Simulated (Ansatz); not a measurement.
Al2O3 (corundum)

```yaml
crystal:
  lattice:
    - [2.38690, 1.37808, 4.33817]
    - [-2.38690, 1.37808, 4.33817]
    - [0.00000, -2.75615, 4.33817]
  atoms:
    - { symbol: Al, position: [0.85208, 0.85208, 0.85208] }
    - { symbol: Al, position: [0.64792, 0.64792, 0.64792] }
    - { symbol: Al, position: [0.14792, 0.14792, 0.14792] }
    - { symbol: Al, position: [0.35208, 0.35208, 0.35208] }
    - { symbol: O, position: [0.05585, 0.44415, 0.75000] }
    - { symbol: O, position: [0.75000, 0.05585, 0.44415] }
    - { symbol: O, position: [0.44415, 0.75000, 0.05585] }
    - { symbol: O, position: [0.94415, 0.55585, 0.25000] }
    - { symbol: O, position: [0.25000, 0.94415, 0.55585] }
    - { symbol: O, position: [0.55585, 0.25000, 0.94415] }
```

The slice is a (1 -1 0 2) plane (indices of the conventional cell) through the point (0.556, 0.250, 0.944) (fractional), spanned by u = [1 0 -1] and v = [010] in vectors of this cell: u (4.77 Å) and v (5.14 Å, at 90° to u). It covers one period; positions are fractions (u, v).

These are PBEsol (plane waves to 420 eV, PAW, scalar-relativistic; Ansatz, a quantum-chemistry and plane-wave program) values and carry that method's errors. k mesh 8×8×8. Near the nuclei the fields are pseudised (PAW); where an atom keeps semicore shells as valence, they peak there. Al2O3 was relaxed with its symmetry unable to fall.

### Question
Predict the map of the electron localisation function (ELF) on the slice.

### Answer
```
|xxxx99995511000000001111111111449999xx|
|99999988440000001122334433221133889999|
|99998866220000001122446666220022557788|
|55554411000011111122446655220000112233|
|11110000002233221111223322000000111111|
|22110000225555331111111100002244554433|
|77441100336666442211000000226688999988|
|99773311223344332211000011558899999999|
|99884411111111110000000011669999xxxxxx|
|99994411111111000000000011669999xxxxxx|
|99884411111111110000000011669999xxxxxx|
|99773311223344332211000011558899999999|
|77441100336666442211000000226688999988|
|22110000225555331111111100002244554433|
|11110000002233221111223322000000111111|
|55554411000011111122446655220000112233|
|99998866220000001122446666220022557788|
|99999988440000001122334433221133889999|
|xxxx99995511000000001111111111449999xx|
|xxxx99996611000000000011111111559999xx|
```
Scale: ten equal steps from 0.04 (start of '0') to 0.83 (end of '9'), in the order '0123456789'. Values: electron localisation function (ELF). The map has 19 points along u (two characters each, u = 0 at the left) and 20 along v (v = 0 in the bottom row). Points within 0.4 Å of a nucleus are blanked (x), as the pseudised field means little there.
